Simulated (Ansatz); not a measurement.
**SrC$_{2}$: relaxed-ion elastic tensor**

Level of theory: DFT LDA, scalar-relativistic, plane waves, PAW in Ansatz 0.2.0. Plane waves to 420 eV; Γ-centred k mesh 10×10×10; fixed occupations. No spin polarisation.

Equilibrium structure at this level:
```
CELL_PARAMETERS angstrom
-1.99570 1.99570 3.34222
1.99570 -1.99570 3.34222
1.99570 1.99570 -3.34222
ATOMIC_POSITIONS crystal
Sr 0.00000 0.00000 0.00000
C 0.40637 0.40637 0.00000
C 0.59363 0.59363 0.00000
```

Problem. Give the relaxed-ion elastic constants (GPa, Voigt order xx yy zz yz xz xy, on the axes of the cell above).

Solution.
C11 = 98.6, C12 = 39.3, C13 = 15.6, C22 = 98.6, C23 = 15.6, C33 = 214.2, C44 = -4.9, C55 = -4.9, C66 = 47.9 GPa; the others vanish.

Problem. Is the crystal stable against homogeneous strain?

Solution. No: the tensor has an eigenvalue of -4.9 GPa, so some strain lowers the energy.

Cost: 1 run of about 5.2 core-minutes, on Arm Neoverse N1 (shared hosts).